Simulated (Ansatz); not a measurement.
Values for one crystal, relaxed and computed with the program Ansatz at the r²SCAN level (PAW); other levels are named.

Volume per atom: 18.55 Å³
Electronic character: metallic (no gap)
Density of states at the Fermi level: 0.36 states/eV per atom (mean over ±0.08 eV)
Formation energy from the elements (no fitted shifts): -0.31 eV/atom

**Question.** Which compound is it?
A. ScBe5, P6/mmm (Sc on 1a, Be on 2c, Be on 3g)
B. FeNi3, Cu3Au type
C. CuPd, CsCl type
D. ScAg2, MoSi2 or CaC2 type

**Answer.** D, ScAg2, MoSi2 or CaC2 type

Space group I4/mmm (MoSi2 or CaC2 type). The workflow started from a Materials Project entry (that database holds measured and hypothetical structures alike); the Crystallography Open Database copy checked does not list it. With Sc and Ag taken as one species the cell has the higher symmetry I4/mmm, so it may be an ordered model of a mixed-site phase. Its standing as an ambient phase is unchecked. Symmetry was held in the r²SCAN relaxation; whether a distortion lowers the energy is not shown. The run is not spin-polarised. The references are the lowest solids computed at this level, not always the standard phases. Scalar-relativistic: spin–orbit coupling is off unless named, which matters more the heavier the elements.

Potentials: the later of the program's two PAW sets.
